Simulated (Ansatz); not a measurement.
## Hf2Os3W: computed properties

All numbers below come from DFT PBE, scalar-relativistic, plane waves, PAW in Ansatz 0.2.0.

Plane waves to 420 eV, a k mesh through Γ of 10×10×4 on the computed 6-atom cell and Gaussian smearing (0.10 eV); no spin polarisation.

The structure is relaxed at this level of theory with its symmetry kept, and needn't be the ground state of this composition.

Space group P4/mmm (No. 123), tetragonal, a = 3.521 Å, c = 10.334 Å. Around Hf lie 2 Os at 2.58–2.59 Å, 4 Hf at 3.52 Å, 4 Os at 3.58 Å and 4 W at 3.59 Å; around Os on its first site lie 4 Os at 2.49 Å; Os on its second site is surrounded by 4 W at 2.49 Å and 2 Hf at 2.59 Å; around Os on its third site lie 4 Os at 2.49 Å and 2 Hf at 2.58 Å; W has 4 Os at 2.49 Å, 4 W at 3.52 Å and 8 Hf at 3.59 Å.

```json
{
  "Volume per atom": "21.35 Å³",
  "Formation energy from the elements' standard states (uncorrected)": "+1.087 eV/atom",
  "Kohn–Sham band gap": "none (metal)",
  "Density of states at the Fermi level": "8.2 states/eV per cell",
  "Orbital (Löwdin) character within 0.5 eV of the Fermi level": "Os 5d 38 %, Hf 5d 36 %, W 5d 14 %",
  "Bader charge by site (e)": "Hf (2 in the cell) 1.12, Os (1 in the cell) -0.39, Os (1 in the cell) -1.51, Os (1 in the cell) -0.76, W (1 in the cell) 0.41"
}
```

Spin-orbit coupling is left out, which matters for the bands of heavy elements. Spin polarisation was left out, and a magnetic state may lie lower.

The cell was found from a structure generator's guess, not taken from experiment. Löwdin shares on free-atom orbitals overweight diffuse shells.
